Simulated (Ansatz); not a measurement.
AgW:
```xyz
2
Lattice="0.0000 2.6693 2.6693 2.6693 0.0000 2.6693 2.6693 2.6693 0.0000" Properties=species:S:1:pos:R:3 pbc="T T T"
Ag     0.0000     0.0000     0.0000
W      2.6693     2.6693     2.6693
```

Relaxed with PBE. Special points in fractions of this cell's reciprocal vectors: Γ (0.000, 0.000, 0.000); X (0.500, 0.000, 0.500); U (0.625, 0.250, 0.625); K (0.375, 0.375, 0.750); L (0.500, 0.500, 0.500); W (0.500, 0.250, 0.750).

Task: List the band energies nearest the Fermi level at these points for plane-wave PAW PBE (Ansatz code).

Result: In eV from the Fermi level; about four levels below and three above (degenerate sets whole), none deeper than 8.9 eV; points with the same levels are listed once.

| k | below | above |
|---|---|---|
| Γ | -6.31 -6.31 -5.77 -5.77 -5.77 | 0.62 0.62 0.62 |
| X | -4.62 -4.62 -4.13 -1.01 | 0.11 1.18 1.18 |
| U | -4.73 -3.67 -1.14 -0.92 | 0.18 0.92 1.63 |
| L | -4.30 -1.83 -1.45 -1.45 | 0.69 0.69 1.55 |
| W | -3.28 -1.26 -0.81 -0.81 | 1.16 2.84 2.84 |

Space group Fm-3m (rock salt). The start of the workflow was typed in or built on a structure type; neither database checked (COD, Materials Project) lists it. Whether it is the stable phase at ambient conditions was not checked. Symmetry was held in the PBE relaxation; whether a distortion lowers the energy is not shown. No spin polarisation was allowed. The volume moved by 16 % from the start of the relaxation. Its formation energy is positive at this level, so the cell may be metastable or incomplete. Scalar-relativistic: spin–orbit coupling is off unless named, which matters more the heavier the elements.

Potentials: the later of the program's two PAW sets.
